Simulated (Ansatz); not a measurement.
Relaxed HfO2 (fluorite):

```
HfO2
1.0
    0.00000     5.05847     5.05847
    2.52923     0.00000     2.52923
    2.52923     2.52923     0.00000
Hf O
2 4
Direct
  0.00000   0.00000   0.00000
  0.50000   0.00000   0.00000
  0.12500   0.25000   0.25000
  0.62500   0.25000   0.25000
  0.37500   0.75000   0.75000
  0.87500   0.75000   0.75000
```

In this cell atom 5 (O, nearest neighbour Hf at 2.190 Å; its periodic images, 3.6 Å or more away, move with it) is moved by s along Cartesian [110], unit vector (0.707, 0.707, 0.000); all other atoms and the cell stay fixed.

Method: r2SCAN (plane waves to 500 eV, PAW, scalar-relativistic; Ansatz, a first-principles code). k mesh 9×9×9 (Γ-centred), Fermi-Dirac smearing 0.05 eV. E stands for the smeared free energy. Left out: 4 of 11 points, with atoms too close for the PAW data. HfO2 is run without spin polarisation. HfO2 was relaxed with its symmetry unable to fall. Spin-orbit coupling is left out, though Hf is heavy. This is a high-temperature form of HfO2. ΔE is measured from the undisplaced structure.

### Question
What ΔE (eV/cell) does the calculation give at s (Å) = -0.396, -0.264, -0.132, 0.132, 0.264, 0.396?

### Answer
```csv
s (Å),ΔE (eV/cell)
-0.396,1.061
-0.264,0.450
-0.132,0.109
0.132,0.109
0.264,0.450
0.396,1.061
```

(A displaced cell: forces are minus the slopes of the energy, force constants its curvatures, and phonons follow from these.)
